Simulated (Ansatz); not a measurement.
Relaxed-ion elastic tensor of SiO₂ in space group Pbca (No. 61; Si on 8c, O on 8c, O on 8c) in GPa (Voigt order), the program Ansatz at the PBE level (PAW); density 4.01 g/cm³, 8.30 Å³ per atom.

```
509  135  148  0.0  0.0  0.0
135  465  139  0.0  0.0  0.0
148  139  482  0.0  0.0  0.0
0.0  0.0  0.0  204  0.0  0.0
0.0  0.0  0.0  0.0  188  0.0
0.0  0.0  0.0  0.0  0.0  186
```

Task: Is the crystal mechanically stable?

Result: Yes: the smallest eigenvalue of C is 186 GPa.

Task: Work out the Voigt, Reuss and Hill averages.

Result: K_V = 256, K_R = 255, K_H = 255; G_V = 185, G_R = 184, G_H = 184 GPa.

Task: Give Young's modulus, Poisson's ratio, Pugh's ratio and the universal anisotropy index.

Result: E = 9KG/(3K + G) = 445 GPa; ν = 0.21; K/G = 1.39 (brittle by the Pugh limit of 1.75); A_U = 5G_V/G_R + K_V/K_R − 6 = 0.03.

Task: Estimate the sound speeds and the Debye temperature.

Result: v_l = √((K + 4G/3)/ρ) = 11200 m/s, v_t = √(G/ρ) = 6780 m/s, mean 7490 m/s; Θ = (h/k)(3n/4πV)^(1/3) v_m = 1100 K.

Task: Solve the Christoffel equation for the three sound speeds along x, y, z.

Result: Eigenvalues of C_ijkl n_j n_l equal ρv². In km/s, slowest first: x 6.82, 6.85, 11.27; y 6.82, 7.13, 10.77; z 6.85, 7.13, 10.97.

Task: How much does each axis shrink under pressure?

Result: Linear compressibilities β_i = Σ_j S_ij (j = 1 to 3): x 1.2, y 1.4, z 1.3 per TPa.

The cell is a constructed one: a structure type filled with these elements; neither database checked (COD, Materials Project) lists it. It is not the phase usual at ambient conditions (space group No. 92, 152, 154). The cell was relaxed with PBE under the symmetry of its start; of distortions, only those at the zone centre were tested.

Potentials: the later of the program's two PAW sets.
